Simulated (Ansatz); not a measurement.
## Stationary points along a deformation path in Sr

The calculation used Ansatz 0.2.0, DFT PBEsol, scalar-relativistic, plane waves, PAW. The runs took a 420 eV cutoff, a Γ-centred 16×16×16 mesh and Gaussian smearing (0.15 eV). No spin polarisation. Energies are free energies at this smearing, counted from the undisturbed cell; pressure is positive in compression.

Zero of the scan (as given, not relaxed at this level; it stands at -1.1 GPa; this bcc form isn't the usual structure):

```
CELL_PARAMETERS angstrom
-2.42500 2.42500 2.42500
2.42500 -2.42500 2.42500
2.42500 2.42500 -2.42500
ATOMIC_POSITIONS crystal
Sr 0.00000 0.00000 0.00000
```

At fixed volume and fractional coordinates, lengths along (0.577, 0.577, 0.577) are scaled against those across it; ρ is that ratio over its starting value. V = 57.042 Å³/atom. Δσ is the stress along the axis less the mean stress across it (compression positive).

| ρ | ΔE (meV/atom) | Δσ (GPa) | space group |
| --- | --- | --- | --- |
| 0.500 | 2122.1 | 23.57 | R-3m |
| 0.600 | 1124.8 | 20.48 | R-3m |
| 0.710 | 458.2 | 12.64 | R-3m |
| 0.850 | 87.9 | 4.97 | R-3m |
| 0.930 | 15.9 | 1.91 | R-3m |
| 1.000 | 0.0 | 0.00 | Im-3m |
| 1.080 | 14.8 | -1.55 | R-3m |
| 1.200 | 73.3 | -2.97 | R-3m |
| 1.410 | 202.8 | -3.48 | R-3m |
| 1.700 | 330.1 | -1.99 | R-3m |
| 2.000 | 369.0 | 0.00 | Pm-3m |

Question: How does the stress give the slope of the energy, and where is the energy stationary?

Answer: Along the path d ln(length) is 2/3 d ln ρ on the axis and −1/3 d ln ρ across it, so dE/d ln ρ = −(2/3) V Δσ: the energy falls with ρ where Δσ is positive. Δσ vanishes or changes sign at ρ = 1.000 (Im-3m), a minimum at 0.0 meV/atom; at ρ = 2.000 (Pm-3m, an end of the scan), at 369.0 meV/atom. Pairs of stationary points between two samples would go unseen, and could change a minimum read from distant neighbours into a maximum. At ρ = 1.000, 2.000 the cell is cubic, where symmetry alone makes the stress isotropic and the slope zero.

Question: Which shear constant sets the curvature at ρ = 1?

Answer: For a cubic crystal E/V = (2/3) C (ln ρ)² with C = C44, so Δσ = −2C ln ρ. The parabola of Δσ against ln ρ through ρ = 0.930, 1 and 1.080 gives C ≈ 11.7 GPa with the ions clamped, rough because the steps are large. It is the stress–strain coefficient at this cell's pressure of -1.1 GPa, not the zero-pressure constant.

In a metal these slopes depend on the k mesh and the smearing.